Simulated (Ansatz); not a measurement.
**Computed properties of Bi**

```xyz
2
Lattice="2.2730 1.3123 3.9540 -2.2730 1.3123 3.9540 0.0000 -2.6246 3.9540" Properties=species:S:1:pos:R:3 pbc="T T T"
Bi    0.0000    0.0000    2.7744
Bi    0.0000    0.0000    9.0876
```

Atom numbers follow the list: Bi1, Bi2.

Conventional cell: a = 4.546 Å, b = 4.546 Å, c = 11.862 Å, α = 90.00°, β = 90.00°, γ = 120.00°. Bi (atom 1) is surrounded by 6 Bi at 3.07 to 3.53 Å.

The structure is an experimental refinement, used without relaxation.

Spin–orbit coupling is left out, though it moves levels of the heavy atoms by tenths of an eV or more.

These are results of DFT, LDA, all-electron LAPW, scalar-relativistic in Ansatz 0.2.0, not measurements.

Sampling and basis: a Γ-centred 11×11×11 k mesh, Fermi–Dirac smearing of 0.03 eV, basis error target 0.25 meV/atom, no spin polarisation.

- Band gap: none at this level of theory (metallic, semimetallic, or a small gap that the functional closes)
- Stress xx, yy, zz (compression positive): -1.88, -1.88, -1.71 GPa
- Volume per atom: 35.38 Å³

Predict this quantity. Density of states at the Fermi level (0.2 eV bin).

0.01 states/eV per cell.

Predict this quantity. Largest force.

0.0015 Ry/bohr on Bi1.

Give the computed value. Pressure at this cell.

-18.3 kbar.
